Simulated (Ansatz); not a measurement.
The start is a relaxed AlRu cell, doubled along one cell vector, shaken by Gaussian noise of σ = 0.08 Å a coordinate. The cell and all atomic positions are relaxed at zero pressure with PBE (plane waves to 420 eV, PAW, scalar-relativistic; Ansatz, a quantum-chemistry and plane-wave program). First-step values are on the input's coarse k-mesh.

Ansatz input (later rounds restart from its end on a renewed k-mesh):
Ansatz 0.2 input:
```yaml
crystal:
  lattice:
    - [6.0074096492, 0, 0]
    - [0, 3.0037048246, 0]
    - [0, 0, 3.0037048246]
  atoms:
    - { symbol: Al, position: [-0.0168381959, -0.059981341, 0.0462043683] }
    - { symbol: Al, position: [0.487239494, 0.0232523487, -0.0161855897] }
    - { symbol: Ru, position: [0.258340815, 0.4674425711, 0.500643901] }
    - { symbol: Ru, position: [0.7504614349, 0.51962382, 0.468132451] }
basis: { ecutwfc: 420, ecutrho_ratio: 4, xc_grid: 2, fft_grid_basis: typed }
kpoints: { mp_grid: { grid: [6, 11, 11] } }
hamiltonian:
  xc: pbe
  dispersion: none
  pseudopotentials: { kind: paw }
scf: { occupations: { method: fermi_dirac, width: 0.05 } }
relax: { f_tol: 0.01, max_steps: 100, cell: { stress_tol: 0.02 } }
output: { forces: true, stress: true }
```

### Question
How large is the pressure on the unrelaxed cell, and of which sign?

### Answer
+4.8 GPa (positive: the cell is compressed).

### Question
Is the parent structure recovered?

### Answer
It returns to the parent structure, Pm-3m (No. 221).

### Question
Is the relaxed structure metallic? Give its gap.

### Answer
No gap (metallic).

Final values are on a 15×15×15 k-mesh of the relaxed cell. No spin polarisation in the result.
